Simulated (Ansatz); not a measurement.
Starting cell, LiH (rock salt):

```
LiH
1.0
    0.00000     4.00543     4.00543
    2.00271     2.00271     4.00543
    2.00271     2.00271     0.00000
H Li
2 2
Direct
  0.00000   0.00000   0.00000
  0.50000   0.00000   0.00000
  0.00000   0.50000   0.50000
  0.50000   0.50000   0.50000
```

A phonon eigenvector at X = (0.5, 0.5, 0.0) is frozen into this cell: atom i moves by Q times the vector below, so Q is the largest atomic displacement, in Å. The cell is held. It is one choice among 2 degenerate patterns. (q is in reciprocal vectors of the primitive cell; the cell shown is doubled to hold the pattern.)

| atom | x | y | z |
|---|---|---|---|
| H1 | 0.000 | 1.000 | 0.000 |
| H2 | 0.000 | -1.000 | 0.000 |
| Li3 | 0.000 | 0.024 | 0.000 |
| Li4 | 0.000 | -0.024 | 0.000 |

All values below come from r2SCAN (plane waves to 500 eV, PAW, scalar-relativistic; Ansatz, an electronic-structure program). k mesh 14×14×14 (Γ-centred), Fermi-Dirac smearing 0.05 eV. Energies are smeared free energies. LiH was relaxed with its symmetry unable to fall. ΔE is measured from the undisplaced structure.

```tsv
Q (Å)	ΔE (meV/cell)
-0.180	90.5
-0.150	61.9
-0.120	39.2
-0.090	21.8
-0.060	withheld
-0.030	2.4
0.000	0.0
0.030	2.4
0.060	withheld
0.090	21.8
0.120	39.2
0.150	61.9
0.180	90.5
```

Task: Fit an even polynomial form (powers 2, 4) to the given rows and predict ΔE at Q = 0.060.

Result: Least squares on the 11 given rows: ΔE = (2661)·Q² + (4087)·Q⁴, in meV/cell with Q in Å; root-mean-square residual 0.02 meV/cell. At 0.060 the fit gives 9.6 meV/cell; the calculation gives 9.6 meV/cell, the same to the digits shown. The quadratic term alone would give 9.6 meV/cell.

(For displaced atoms, the force is minus the slope of the energy, and its curvature is a force constant, which sets phonon frequencies.)
